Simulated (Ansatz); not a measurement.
Input and command of a plane-wave DFT calculation in Ansatz:

```yaml
crystal:
  lattice:
    - [2.5308638444, 0.0, 0.0]
    - [-1.2654319222, 2.1917923828, 0.0]
    - [0.0, 0.0, 4.3821988355]
  atoms:
    - { symbol: Fe, position: [0.3333333333, 0.6666666667, 0.25], spin: 3.16 }
    - { symbol: Fe, position: [0.6666666667, 0.3333333333, 0.75], spin: 3.16 }
basis:
  ecutwfc: 500
kpoints:
  mp_grid: { grid: [18, 18, 10] }
hamiltonian:
  xc: r2scan
scf:
  occupations: { method: gaussian, width: 0.1 }
output:
  forces: true
  stress: true
  eigenvalues: true
  populations: true
magnetization:
  spin_polarized: true
relax:
  adjacent_minimum: "off"
  f_tol: 0.005
  max_steps: 80
  cell: { stress_tol: 0.05 }
```

```bash
ansatz run input.yaml --threads 1 --pin off --max-ram 2560MiB --backend cpu --events-out ev --progress --plain --runs-dir out
```

Processor: Intel(R) Xeon(R) Processor @ 2.50GHz (Skylake/Cascade Lake), 1 thread, on a host shared with other jobs.

**Question.** How long does it run, and how much memory does it take?

**Answer.** About 5.7 min on 1 thread of Intel(R) Xeon(R) Processor @ 2.50GHz (Skylake/Cascade Lake) (shared host), peak memory 0.61 GiB. It solves 24 bands at 222 k points (the mesh reduced by the symmetry that the task leaves, which can be less than the crystal's) with about 639 plane waves (on the last cell), in 44 SCF iterations over 4 ionic steps.
